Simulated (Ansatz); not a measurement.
## Profile along the Au–Au line in Au (fcc, Cu type)

Au (fcc, Cu type)

```cif
data_Au4
_chemical_formula_sum 'Au4'
_space_group_name_H-M_alt 'Fm-3m'
_space_group_IT_number 225
_space_group_name_Hall '-F 4 2 3'
_cell_length_a 4.15718
_cell_length_b 4.15718
_cell_length_c 4.15718
_cell_angle_alpha 90.000
_cell_angle_beta 90.000
_cell_angle_gamma 90.000
loop_
_atom_site_label
_atom_site_type_symbol
_atom_site_symmetry_multiplicity
_atom_site_Wyckoff_symbol
_atom_site_fract_x
_atom_site_fract_y
_atom_site_fract_z
_atom_site_occupancy
Au1 Au 4 a 0.00000 0.00000 0.00000 1
```
(The calculation used a cell of 1 atom; values per cell refer to that cell.)

Fields along a shortest Au–Au line of a {110} plane (2.94 Å), from Au to Au, interpolated on the slice's grid (step about 0.2 Å). The numbers are results of PBE (plane waves to 420 eV, PAW, scalar-relativistic; Ansatz, a quantum-chemistry and plane-wave program), not measurements. k mesh 19×19×19. Near the nuclei the fields are pseudised (PAW); where an atom keeps semicore shells as valence, they peak there. Au was relaxed with its symmetry unable to fall. Spin-orbit coupling is left out, though Au is heavy.

```csv
distance from Au (Å),valence electron density (e/Å³),electron localisation function
0.00,15.02,x
0.29,11.57,x
0.59,5.79,0.56
0.88,1.49,0.42
1.18,0.41,0.25
1.47,0.26,0.20
1.76,0.41,0.25
2.06,1.49,0.42
2.35,5.79,0.56
2.65,11.57,x
2.94,15.02,x
```

x: too close to a nucleus for the ELF to mean much.

Density on the Au–Au line (2.94 Å) at its midpoint: 0.26 e/Å³. ELF at that point: 0.2.
